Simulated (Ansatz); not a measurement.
GeSe:
```xyz
8
Lattice="7.7579 0.0000 0.0000 0.0000 3.8400 0.0000 0.0000 0.0000 5.8288" Properties=species:S:1:pos:R:3 pbc="T T T"
Ge     3.7905     0.9600     4.5185
Ge     7.6694     0.9600     4.2247
Ge     3.9674     2.8800     1.3103
Ge     0.0885     2.8800     1.6041
Se     6.3651     0.9600     0.6463
Se     2.4862     0.9600     2.2681
Se     1.3928     2.8800     5.1825
Se     5.2717     2.8800     3.5607
```

PBEsol in the plane-wave PAW code Ansatz gives a gap of 0.33 eV without spin–orbit coupling, maximum at Γ, minimum on the Γ–Z line, 76 % of the way from Γ.

Problem. What happens when spin–orbit coupling is switched on?

Solution. The gap falls by 0.02 eV, to 0.31 eV; maximum at Γ, minimum on the Γ–Z line, 76 % of the way from Γ.

Problem. Give the electron effective mass with spin–orbit coupling.

Solution. 0.11, 0.13, 0.28 mₑ (principal values).

Problem. Give the hole effective mass with spin–orbit coupling.

Solution. 0.31, 0.44, 5.9 mₑ (principal values).

Space group Pnma. Symmetry was held in the PBEsol relaxation. The volume moved by 33 % from the start of the relaxation.

Potentials: the later of the program's two PAW sets.
